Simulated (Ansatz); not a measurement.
Cu$_{3}$Sn:
Space group Fm-3m (No. 225); a = 6.081 Å, b = 6.081 Å, c = 6.081 Å, α = 90.00°, β = 90.00°, γ = 90.00°

| atom | site | symmetry | x | y | z |
|---|---|---|---|---|---|
| Cu | 4b | m-3m | 0.5000 | 0.5000 | 0.5000 |
| Cu | 8c | -43m | 0.2500 | 0.2500 | 0.2500 |
| Sn | 4a | m-3m | 0.0000 | 0.0000 | 0.0000 |
(The calculation used a cell of 4 atoms; values per cell refer to that cell.)

Relaxed with r²SCAN.

Problem. Which orbitals make up the states near the Fermi level in the program Ansatz at the r²SCAN level (PAW)?

Solution. Within 0.5 eV of the Fermi level: Sn 5p 45 %, Cu 3d 25 %, Cu 4s 10 %, Sn 5s 7 %, outside the projected shells 14 %. Projections are on Löwdin-orthogonalised atomic valence shells; empty p or d shells of many metals are not among them.

Problem. Tabulate the density of states.

Solution. States/eV per cell of 4 atoms, in 0.25 eV bins, energy from the Fermi level.

```csv
E (eV),total,Cu 3d,Sn 5p,Cu 4s
-7.85,0.05,0.00,0.02,0.02
-7.60,0.30,0.03,0.15,0.12
-7.35,0.53,0.06,0.25,0.19
-7.10,1.10,0.18,0.50,0.35
-6.85,2.14,0.47,0.92,0.58
-6.60,1.53,0.44,0.59,0.33
-6.35,0.86,0.33,0.28,0.13
-6.10,1.16,0.44,0.41,0.22
-5.85,1.30,0.55,0.45,0.23
-5.60,1.45,0.69,0.47,0.24
-5.35,1.85,0.99,0.52,0.29
-5.10,3.96,2.68,0.80,0.43
-4.85,7.14,5.31,1.31,0.43
-4.60,4.88,4.32,0.31,0.20
-4.35,7.64,7.08,0.34,0.14
-4.10,14.61,14.08,0.30,0.10
-3.85,14.46,13.76,0.42,0.07
-3.60,15.01,14.17,0.39,0.15
-3.35,7.55,7.23,0.18,0.05
-3.10,3.40,3.34,0.04,0.01
-2.85,26.62,26.12,0.24,0.15
-2.60,6.47,6.00,0.27,0.14
-2.35,3.15,2.48,0.39,0.17
-2.10,2.35,1.59,0.44,0.17
-1.85,1.96,1.16,0.47,0.16
-1.60,1.69,0.88,0.48,0.15
-1.35,1.50,0.69,0.48,0.14
-1.10,1.33,0.54,0.47,0.13
-0.85,1.20,0.43,0.46,0.12
-0.60,1.07,0.34,0.44,0.11
-0.35,0.97,0.28,0.41,0.10
-0.10,0.87,0.22,0.39,0.09
0.15,0.78,0.18,0.36,0.08
0.40,0.69,0.14,0.33,0.06
0.65,0.67,0.13,0.31,0.08
0.90,0.80,0.15,0.29,0.18
1.15,1.06,0.18,0.28,0.38
1.40,1.20,0.17,0.23,0.54
1.65,1.35,0.16,0.21,0.66
1.90,1.62,0.15,0.21,0.78
2.15,1.60,0.12,0.20,0.73
2.40,1.35,0.09,0.15,0.62
2.65,1.45,0.08,0.20,0.55
2.90,1.30,0.07,0.21,0.48
3.15,1.32,0.07,0.24,0.49
3.40,1.49,0.07,0.29,0.53
3.65,1.44,0.06,0.29,0.50
3.90,1.51,0.06,0.31,0.49
4.15,1.45,0.05,0.30,0.46
4.40,1.43,0.04,0.28,0.46
4.65,1.40,0.04,0.26,0.42
```

The workflow started from a Materials Project entry (that database holds measured and hypothetical structures alike); the Crystallography Open Database copy checked does not list it. COD files the formula under space group No. 59, 63. With Cu and Sn taken as one species the cell has the higher symmetry Im-3m, so it may be an ordered model of a mixed-site phase. Its standing as an ambient phase is unchecked. The r²SCAN relaxation kept the symmetry of its start; its stability against distortions is not shown here. No spin polarisation was allowed. Scalar-relativistic: spin–orbit coupling is off unless named, which matters more the heavier the elements.

Potentials: the later of the program's two PAW sets.
